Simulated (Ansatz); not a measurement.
Cu₃Sn in space group Pmmn (No. 59; Cu on 2b, Cu on 4e, Sn on 2a) at seven volumes, PBEsol in the plane-wave PAW code Ansatz, shape and atoms relaxed at each. One row is withheld.

```json
[
 {"V (Å³/atom)": "12.578", "P (GPa)": "15.41"},
 {"V (Å³/atom)": "12.993", "P (GPa)": "?"},
 {"V (Å³/atom)": "13.407", "P (GPa)": "4.17"},
 {"V (Å³/atom)": "13.822", "P (GPa)": "0.00"},
 {"V (Å³/atom)": "14.237", "P (GPa)": "-3.40"},
 {"V (Å³/atom)": "14.651", "P (GPa)": "-6.18"},
 {"V (Å³/atom)": "15.066", "P (GPa)": "-8.47"}
]
```

Fit the shown pressures and predict the withheld one.

P = (3/2)B₀(x^(7/2) − x^(5/2))[1 + (3/4)(B′ − 4)(x − 1)] with x = (V₀/V)^(2/3). Least squares on the six rows gives V₀ = 13.823 Å³/atom, B₀ = 125 GPa, B′ = 5.63. At V = 12.993, x = 1.0421 and P = 9.21 GPa. The run itself gave 9.25 GPa.

The first step of the workflow began from a Materials Project structure, measured or hypothetical; the Crystallography Open Database files this formula in space group No. 59, but the cells were not matched. Whether it is the stable phase at ambient conditions was not checked. Symmetry was held in the PBEsol relaxation; of distortions, only those at the zone centre were tested. The run is not spin-polarised. Spin–orbit coupling is left out wherever it is not named.

Potentials: the later of the program's two PAW sets.
